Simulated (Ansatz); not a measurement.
CaO:
```
CaO
1.0
    0.00000     2.38358     2.38358
    2.38358     0.00000     2.38358
    2.38358     2.38358     0.00000
Ca O
1 1
Direct
  0.00000   0.00000   0.00000
  0.50000   0.50000   0.50000
```

Relaxed with PBEsol. Special points in fractions of this cell's reciprocal vectors: Γ (0.000, 0.000, 0.000); X (0.500, 0.000, 0.500); U (0.625, 0.250, 0.625); K (0.375, 0.375, 0.750); L (0.500, 0.500, 0.500); W (0.500, 0.250, 0.750).

Problem. List the band energies nearest the valence-band maximum at these points for DFT-PBEsol in the program Ansatz with PAW potentials.

Solution. In eV from the valence-band maximum; about four levels below and three above (degenerate sets whole), none deeper than 8.9 eV; points with the same levels are listed once.

```json
[
 {"k": "Γ", "below": "0.00 0.00 0.00", "above": "4.78 6.27 6.27 6.27"},
 {"k": "X", "below": "-1.31 -0.37 -0.37", "above": "3.54 8.24 9.08"},
 {"k": "U", "below": "-1.38 -1.22 -0.81", "above": "5.11 8.10 8.77"},
 {"k": "L", "below": "-2.74 -1.26 -1.26", "above": "7.14 8.52 8.52 8.52"},
 {"k": "W", "below": "-1.34 -1.07 -1.07", "above": "6.34 6.34 8.58"}
]
```

Space group Fm-3m (rock salt). The cell was relaxed with PBEsol under the symmetry of its start.

Potentials: the later of the program's two PAW sets.
